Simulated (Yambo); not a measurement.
Yambo run on SrAgO2 (space group C2/m, No. 12). The wavefunctions are LDA (pw.x of Quantum ESPRESSO, ONCV potentials, without SOC) ones on a 2×2×4 mesh (41 occupied bands); a = b = 5.9823 Å, c = 3.5887 Å, α = β = 90.44°, γ = 105.64°.

Yambo input:

```
rim_cut
gw0
dyson
el_el_corr
HF_and_locXC
ppa
em1d
RandQpts= 1000000
RandGvec= 1 Ry
EXXRLvcs= 20 Ry
VXCRLvcs= 344 Ry
Chimod= "HARTREE"
% BndsRnXp
 9 | 197 |
%
NGsBlkXp= 7 Ry
% LongDrXp
 1.0 | 1.0 | 1.0 |
%
PPAPntXp= 27.2114 eV
% GbndRnge
 1 | 197 |
%
GTermKind= "BG"
DysSolver= "n"
ExtendOut
% QPkrange
 6 | 6 | 41 | 42 |
 7 | 7 | 41 | 41 |
%
```

k points by index: 6 = (0, -0.5, -0.5), 7 = (-0.5, -0.5, 0).

Table of the .qp output:

```
#    K-point    Band    Eo [eV]    E [eV]    E-Eo [eV]    Vxc [eV]    Vnlxc [eV]    Sc|Eo [eV]    Sc|E [eV]    dSc/dw|Eo [eV]    Re(Z)    Im(Z)
#
    6    41    -0.038681    0.596169    0.634850    -21.51747    -24.55227    3.864348    3.669645    -8.346912    0.765258    -0.001484
    6    42    0.893006    2.316958    1.423952    -21.05969    -17.58777    -1.623186    -2.047962    -8.116934    0.770240    -0.001573
    7    41    0.000000    0.415122    0.415122    -21.77876    -26.87623    5.647626    5.512586    -8.855633    0.754463    -0.001702
```
(The two width columns are left out.) Convergence of these settings isn't established.

Geometry of the Materials Project entry, not relaxed at this level.

The structure is a Materials Project entry; no match was found in the copy of COD used, and its stability was not checked.
